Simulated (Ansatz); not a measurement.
Input file for Ansatz (a first-principles code):

Ansatz 0.2 input:
```yaml
crystal:
  lattice:
    - [3.4560000011, 0.0, 0.0]
    - [-1.7280000005, 2.9929837964, 0.0]
    - [0.0, 0.0, 5.3778521524]
  atoms:
    - { symbol: Lu, position: [0.3333333333, 0.6666666667, 0.75] }
    - { symbol: Lu, position: [0.6666666667, 0.3333333333, 0.25] }
kpoints:
  mp_grid: { grid: [24, 24, 13] }
hamiltonian:
  xc: pbe
  dispersion: d3bj
  pseudopotentials: { kind: paw }
scf:
  occupations: { method: fermi_dirac, width: 0.1 }
elastic: { mode: relaxed_ion, stencil: two_point, amplitude: 0.005, f_tol: 0.0005 }
```

Output (shortened):

```
Pseudopotential: Lu, paw, valence charge 25
Functional definition: PBE
Crystal: 2 atoms, lattice volume = 55.627 Å³
Basis set: ecut = 420 eV, 1091 PW (Γ), exchange–correlation on 48×48×80 points (8 copies of the dense FFT grid, shifted against one another)
Bands: 31, of which v1, the nominal top of the filled ones, is band 25 counted from 1 (24 counted from 0)
Symmetry: 24 space group operations
Space group: P63/mmc (ITA 194), of the structure as read, at distance tolerance 3.8e-5 Å
k-points: 427 of 7488
SCF 1 converged in 12 iterations: F = -29465.627681 eV  dr2 = 1.34e-14
Crystal: 2 atoms, lattice volume = 55.349 Å³
Basis set: ecut = 420 eV, 1087 PW (Γ), exchange–correlation on 48×48×80 points (8 copies of the dense FFT grid, shifted against one another)
Symmetry: 8 space group operations
k-points: 1099 of 7488
SCF 2 converged in 13 iterations: F = -29465.627104 eV  dr2 = 8.20e-14
relax step   1: F+E_penalty+E_count = -29465.62710384 eV  Δ(F+E_penalty+E_count) = +0.000e0 eV  max|allowed force component| = 7.846e-3 eV/Å  Δτ_max = 0.0000 Å  (13 SCF iters, accepted)
Crystal: 2 atoms, lattice volume = 55.349 Å³
SCF 3 converged in 10 iterations: F = -29465.627117 eV  dr2 = 1.99e-14
relax step   2: F+E_penalty+E_count = -29465.62711746 eV  Δ(F+E_penalty+E_count) = -1.361e-5 eV  max|allowed force component| = 4.112e-3 eV/Å  Δτ_max = 0.0036 Å  (10 SCF iters, accepted)
Crystal: 2 atoms, lattice volume = 55.349 Å³
SCF 4 converged in 9 iterations: F = -29465.627123 eV  dr2 = 2.17e-14
relax step   3: F+E_penalty+E_count = -29465.62712258 eV  Δ(F+E_penalty+E_count) = -5.118e-6 eV  max|allowed force component| = 1.386e-4 eV/Å  Δτ_max = 0.0012 Å  (9 SCF iters, accepted)
Crystal: 2 atoms, lattice volume = 55.349 Å³
SCF 5 converged in 3 iterations: F = -29465.627123 eV  dr2 = 6.25e-14
Crystal: 2 atoms, lattice volume = 55.905 Å³
SCF 6 converged in 14 iterations: F = -29465.627378 eV  dr2 = 1.65e-14
relax step   1: F+E_penalty+E_count = -29465.62737768 eV  Δ(F+E_penalty+E_count) = +0.000e0 eV  max|allowed force component| = 7.934e-3 eV/Å  Δτ_max = 0.0000 Å  (14 SCF iters, accepted)
Crystal: 2 atoms, lattice volume = 55.905 Å³
SCF 7 converged in 10 iterations: F = -29465.627397 eV  dr2 = 1.03e-14
relax step   2: F+E_penalty+E_count = -29465.62739669 eV  Δ(F+E_penalty+E_count) = -1.901e-5 eV  max|allowed force component| = 2.619e-5 eV/Å  Δτ_max = 0.0024 Å  (10 SCF iters, accepted)
Crystal: 2 atoms, lattice volume = 55.905 Å³
SCF 8 converged in 3 iterations: F = -29465.627397 eV  dr2 = 6.23e-14
Crystal: 2 atoms, lattice volume = 55.349 Å³
SCF 9 converged in 10 iterations: F = -29465.626652 eV  dr2 = 7.46e-15
Crystal: 2 atoms, lattice volume = 55.905 Å³
Basis set: ecut = 420 eV, 1093 PW (Γ), exchange–correlation on 48×48×80 points (8 copies of the dense FFT grid, shifted against one another)
SCF 10 converged in 9 iterations: F = -29465.627843 eV  dr2 = 4.95e-14
Crystal: 2 atoms, lattice volume = 55.627 Å³
Symmetry: 4 space group operations
k-points: 1957 of 7488
SCF 11 converged in 13 iterations: F = -29465.627534 eV  dr2 = 6.50e-15
relax step   1: F+E_penalty+E_count = -29465.62753408 eV  Δ(F+E_penalty+E_count) = +0.000e0 eV  max|allowed force component| = 1.867e-4 eV/Å  Δτ_max = 0.0000 Å  (13 SCF iters, accepted)
Crystal: 2 atoms, lattice volume = 55.627 Å³
SCF 12 converged in 3 iterations: F = -29465.627534 eV  dr2 = 5.88e-14
Crystal: 2 atoms, lattice volume = 55.627 Å³
SCF 13 converged in 13 iterations: F = -29465.627534 eV  dr2 = 6.78e-15
relax step   1: F+E_penalty+E_count = -29465.62753408 eV  Δ(F+E_penalty+E_count) = +0.000e0 eV  max|allowed force component| = 1.867e-4 eV/Å  Δτ_max = 0.0000 Å  (13 SCF iters, accepted)
Crystal: 2 atoms, lattice volume = 55.627 Å³
SCF 14 converged in 3 iterations: F = -29465.627534 eV  dr2 = 5.89e-14
SCF converged after 12 iterations
Free energy (F): -29465.627681 eV
Harris-Foulkes:  -29465.627681 eV  (|F-HF|=3.64e-12)
Internal energy: -29465.525388 eV  (E = F + TS)
E sigma→0 (E₀):  -29465.576535 eV
Entropy (-TS):   -0.102293 eV (-51.146 meV/atom)
Fermi energy:    14.437014 eV
--- Per-component energies (eV) ---
  E_band       = 32.865611
  E_kinetic    = 838.240351
  E_local      = -13243.735635  (includes V_loc(G=0)·N_el)
  E_nonlocal   = 1153.037051
  E_hartree    = 5549.137680
  E_xc         = -436.422762
  E_vxc        = -516.646538  (∫ρ·V_xc dr)
  E_paw        = -14748.898761  (= ΣΔE_a)
  E_vpaw       = 703.694952  (= ΣTr[D̂ρ^β])
  E_aug_tail   = 0.000068  (compensation charges beyond the density's cutoff)
  E_ewald      = -8576.141947
  E_disp       = -0.741434  (pairwise vdW)
  E_smearing   = -0.102293  (= −TS)
  E_closure    = 0.000000  (closes the sum)
  Σ components = -29465.627681   (vs F -29465.627681, Δ=0.00e0)
--- Forces (eV/Å), atoms counted from 1 ---
  atom   1  Lu     0.00000000     0.00000000     0.00000000
  atom   2  Lu     0.00000000     0.00000000     0.00000000
  max |Σ_I F_I| component: 9.25e-18 eV/Å
--- Stress (GPa, compression-positive) ---
        0.076581       0.000000       0.000000
        0.000000       0.076581       0.000000
        0.000000       0.000000       0.340416
  P = ⅓ Tr σ = 0.1645 GPa (1.645 kbar)
--- Band table (eV; the first three rows and the last of 427) ---
  k-point 0: bands = ["-41.6022", "-41.5571", "-12.6370", "-12.1313", "-12.1313", "-12.0312", "-12.0312", "-11.9950", "8.3011", "9.5769", "9.5893", "9.5991", "9.6233", "9.6233", "9.6295", "9.6295", "9.6427", "9.6427", "9.6512", "9.6789", "9.6789", "9.7018", …
  k-point 1: bands = ["-41.6015", "-41.5578", "-12.6282", "-12.1299", "-12.1299", "-12.0327", "-12.0327", "-12.0049", "8.3479", "9.5750", "9.5923", "9.5979", "9.6176", "9.6176", "9.6364", "9.6364", "9.6399", "9.6399", "9.6510", "9.6809", "9.6809", "9.7019", …
  k-point 2: bands = ["-41.5996", "-41.5597", "-12.6023", "-12.1256", "-12.1256", "-12.0370", "-12.0370", "-12.0341", "8.4870", "9.5718", "9.5944", "9.5986", "9.6111", "9.6111", "9.6333", "9.6333", "9.6463", "9.6463", "9.6501", "9.6853", "9.6853", "9.7021", …
  k-point 426: bands = ["-41.5577", "-41.5577", "-12.5005", "-12.5005", "-12.3569", "-12.3314", "-12.1031", "-12.1031", "9.6159", "9.6159", "9.6186", "9.6242", "9.6242", "9.6261", "9.6354", "9.6354", "9.6391", "9.6473", "9.6528", "9.6528", "9.6810", "9.6810", …
--- Elastic constants: 3 strain directions × 2 members + reference (group order 24) ---
  dense FFT box of the reference and of every strained cell: 24×24×40
  strains applied: 11, 33, 23; error gains …
  pairwise dispersion correction: d3bj (s6 = 1.0, s8 = 0.7875, a1 = 0.4289, a2_bohr = 4.4407), with the weights of each atom's references fixed at the …
  C = ∂σ_k/∂η_j (tension-positive GPa; Voigt order 11 22 33 23 13 12):
        97.105     29.183     22.436      0.000      0.000      0.000
        29.183     97.105     22.436      0.000      0.000      0.000
        22.700     22.700     99.966      0.000      0.000      0.000
         0.000      0.000      0.000     33.869      0.000      0.000
         0.000      0.000      0.000      0.000     33.869      0.000
         0.000      0.000      0.000      0.000      0.000     33.961
  reference stress σ⁰ (GPa):     -0.077     -0.077     -0.340      0.000      0.000      0.000
  moduli (Voigt/Reuss/Hill, GPa): K = 49.20/49.19/49.20   G = 35.00/34.87/34.93   E = 84.74   ν = 0.213
  mechanically stable: yes (min eigenvalue of sym C = 33.87 GPa)
  strain η (Voigt 11):  stress-route row diagonal C_11 = 97.10 GPa, energy-path curvature d²(F+E_count+ΔE)/dδ²/Ω₀ = 97.11 GPa
         δ    σ_11 (GPa)             F (eV)   n_scf  n_hpsi   n_pw
    -5.000e-3      -0.5693      -29465.6271226       3  491959   1096   relax 3 steps, max|allowed force component| 1.39e-4 eV/Å
     5.000e-3       0.4018      -29465.6273967       3  490497   1114   relax 2 steps, max|allowed force component| 2.62e-5 eV/Å
  strain η (Voigt 33):  stress-route row diagonal C_33 = 99.97 GPa, energy-path curvature d²(F+E_count+ΔE)/dδ²/Ω₀ = 99.97 GPa
         δ    σ_33 (GPa)             F (eV)   n_scf  n_hpsi   n_pw
    -5.000e-3      -0.8477      -29465.6266520      10  401483   1098   relax 0 steps, max|allowed force component| 2.31e-17 eV/Å
     5.000e-3       0.1520      -29465.6278429       9  364188   1112   relax 0 steps, max|allowed force component| 5.55e-17 eV/Å
  strain η (Voigt 23):  stress-route row diagonal C_44 = 33.87 GPa, energy-path curvature d²(F+E_count+ΔE)/dδ²/Ω₀ = 33.98 GPa
         δ    σ_23 (GPa)             F (eV)   n_scf  n_hpsi   n_pw
    -5.000e-3      -0.1693      -29465.6275341       3  877868   1104   relax 1 steps, max|allowed force component| 1.87e-4 eV/Å
     5.000e-3       0.1693      -29465.6275341       3  877894   1104   relax 1 steps, max|allowed force component| 1.87e-4 eV/Å
```

Cost: roughly 30 core-minutes on shared cores.

Space group P6_3/mmc (hcp (Mg type)). The PBE+D3(BJ) relaxation kept the symmetry of its start. The pairwise dispersion correction was not fitted to metals. As this level gives no gap, shear constants depend on the k-mesh and smearing (Fermi–Dirac, 0.1 eV here). Axis ratios of metals converge slowly with the k-mesh, so a and c are less sure than the volume. On the denser mesh and wider smearing of the elastic run this cell carries a stress of 0.3 GPa. Scalar-relativistic: spin–orbit coupling is off unless named, which matters more the heavier the elements.

Potentials: the later of the program's two PAW sets.

Ansatz is a plane-wave DFT program.
